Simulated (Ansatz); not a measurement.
Polymorphs of ZnCdSe2, each relaxed with plane-wave PAW PBEsol (Ansatz code):

A: P-4m2
a = b = 4.121 Å, c = 5.910 Å, α = β = γ = 90.00°

```csv
atom,site,symmetry,x,y,z
Zn,1c,-4m2,0.5000,0.5000,0.5000
Cd,1a,-4m2,0.0000,0.0000,0.0000
Se,2g,2mm.,0.5000,0.0000,0.2733
```

B: R3m
a = 4.130 Å, b = 4.130 Å, c = 20.428 Å, α = 90.00°, β = 90.00°, γ = 120.00°

| atom | site | symmetry | x | y | z |
|---|---|---|---|---|---|
| Zn | 3a | 3m | 0.0000 | 0.0000 | 0.4994 |
| Cd | 3a | 3m | 0.0000 | 0.0000 | 0.0019 |
| Se | 3a | 3m | 0.0000 | 0.0000 | 0.1302 |
| Se | 3a | 3m | 0.0000 | 0.0000 | 0.6185 |

**Question.** Put the candidates in order of energy per atom at 0 K, lowest first, for PBEsol.

**Answer.** A (+0 meV/atom), B (+11 meV/atom)

**Question.** Give each one's gap.

**Answer.** A 0.73 eV; B 0.63 eV.

Standing as an ambient phase not checked: A; B. All cells were relaxed under the symmetry of their starts (and spin orders); stability against distortions was not tested throughout. Scalar-relativistic: spin–orbit coupling is off unless named, which matters more the heavier the elements.

Energies hold the estimated change up to a 700 eV cutoff; steps of a few meV lie near the error of the meshes.

Potentials: the later of the program's two PAW sets.
